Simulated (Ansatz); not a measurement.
**Zone-centre phonons of HfN at -3 GPa: input and output**

Method: Ansatz 0.2.0, DFT PBEsol, scalar-relativistic, plane waves, PAW.

Launched with:
```bash
ansatz run input.yaml --threads 1 --pin off --max-ram 3072MiB --backend cpu --events-out ev --progress --plain --runs-dir out
```

Input (bare energies are in eV):
```yaml
crystal:
  lattice:
    - [0.0, 2.2593119265, 2.2593119265]
    - [2.2593119265, 0.0, 2.2593119265]
    - [2.2593119265, 2.2593119265, 0.0]
  atoms:
    - { symbol: Hf, position: [0.0, 0.0, 0.0] }
    - { symbol: "N", position: [0.5, 0.5, 0.5] }
basis:
  ecutwfc: 420
kpoints:
  mp_grid: { grid: [16, 16, 16] }
hamiltonian:
  xc: pbesol
scf:
  occupations: { method: fermi_dirac, width: 0.15 }
output:
  eigenvalues: true
phonons:
  method: dfpt
  eigenvectors: true
```

Results section of the output:
```
--- Phonons (Γ-DFPT): 2 representative perturbations + reference, on 349 of 4096 k-points (Σ response iterations 7) ---
  k mesh reduced under 8 symmetry operations, with k and −k counted as one. Each operation leaves every solved perturbation unchanged. A smaller set is not used because it would not reduce the number of displacements ...
  ASR residual: 3.454e-4 → 0.000e0 eV/Å²; symmetrization residual: 1.063e-6 eV/Å²
  ASR residual per site (eV/Å²): 3.45e-4 9.39e-5
  Γ frequencies (cm⁻¹): 0.00 0.00 0.00 490.47 490.47 490.47
  non-analytic LO–TO correction: not included (Born effective charges unavailable; polar crystals: no LO–TO splitting at Γ)
```

Time: 100 s on 1 thread of Intel(R) Xeon(R) Processor @ 2.50GHz (Skylake/Cascade Lake) (shared host), peak memory 0.82 GiB.

In a metal, frequencies and elastic constants depend on the k mesh and the smearing, soft modes and shear constants most. Spin–orbit coupling is left out, which can shift energies with elements as heavy as these.